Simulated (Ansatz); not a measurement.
Al2O3 (corundum)

```xyz
10
Lattice="2.3869 1.3781 4.3382 -2.3869 1.3781 4.3382 0.0000 -2.7562 4.3382" Properties=species:S:1:pos:R:3 pbc="T T T"
Al     0.0000     0.0000    11.0894
Al     0.0000     0.0000     8.4323
Al     0.0000     0.0000     1.9251
Al     0.0000     0.0000     4.5822
O     -0.9268    -1.3781     5.4227
O      1.6569    -0.1136     5.4227
O     -0.7300     1.4917     5.4227
O      0.9268     1.3781     7.5918
O     -1.6569     0.1136     7.5918
O      0.7300    -1.4917     7.5918
```

E(V) scan at fixed shape, V₀ the volume above. The atoms relax within the cell's symmetry.

Level of theory: PBEsol (plane waves to 420 eV, PAW, scalar-relativistic; Ansatz, a quantum-chemistry and plane-wave program). k mesh 9×9×9 (Γ-centred), Fermi-Dirac smearing 0.05 eV. E stands for the smeared free energy. Stress and pressure are positive under compression. With the shape held, the modulus is that of even scaling; a crystal free to change shape is softer. Al2O3 was relaxed with its symmetry unable to fall. The zero of ΔE is the relaxed starting cell.

```tsv
V (Å³/atom)	ΔE (meV/atom)
8.048	25.8
8.134	17.6
8.219	11.1
8.305	6.1
8.391	2.7
8.476	0.7
8.562	0.0
8.647	0.6
8.733	withheld
8.819	5.5
8.904	9.7
8.990	14.9
9.076	21.1
```

### Question
Fit a third-order Birch-Murnaghan form (E₀, V₀, B₀, B₀′ free) to the given rows and predict ΔE at V = 8.733.

### Answer
Least squares on the 12 given rows: ΔE = E₀ + (9V₀B₀/16)·y²·[2 + (B₀′ − 4)y], y = (V₀/V)^(2/3) − 1, with V₀ = 8.562 Å³/atom, B₀ = 241.7 GPa (160.2 GPa = 1 eV/Å³; the term in eV is multiplied by 1000), B₀′ = 3.97, E₀ = 0.00 meV/atom; root-mean-square residual 0.03 meV/atom. At 8.733 the fit gives 2.5 meV/atom; the calculation gives 2.5 meV/atom, the same to the digits shown. For the pressure the fit gives -4.6 GPa against the computed -4.6 GPa.

(Under strain, the slope of the energy per volume gives the stress and its curvature an elastic modulus.)
